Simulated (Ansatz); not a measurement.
GaBi:
Space group P3₂21 (No. 154); a = b = 4.5696 Å, c = 9.8405 Å, α = β = 90.00°, γ = 120.00°

| atom | site | symmetry | x | y | z |
|---|---|---|---|---|---|
| Ga | 3a | .2. | 0.4258 | 0.4258 | 0.0000 |
| Bi | 3b | .2. | 0.4523 | 0.4523 | 0.5000 |

This is the PBE-relaxed structure.

### Question
All from DFT-PBE in the program Ansatz with PAW potentials, unless another level is named. Give the formation energy from the elements (no fitted shifts).

### Answer
0.10 eV/atom.

### Question
Predict the density of states at the Fermi level.

### Answer
0.16 states/eV per atom (mean over ±0.08 eV).

Space group P3_221. A made-up cell: these elements were put on the sites of a structure type; neither database checked (COD, Materials Project) lists it. Whether it is the stable phase at ambient conditions was not checked. The PBE relaxation kept the symmetry of its start; its stability against distortions is not shown here. Axis ratios of metals converge slowly with the k-mesh, so a and c are less sure than the volume. The references are the lowest solids computed at this level, not always the standard phases. Spin–orbit coupling is left out wherever it is not named.

Potentials: the later of the program's two PAW sets.
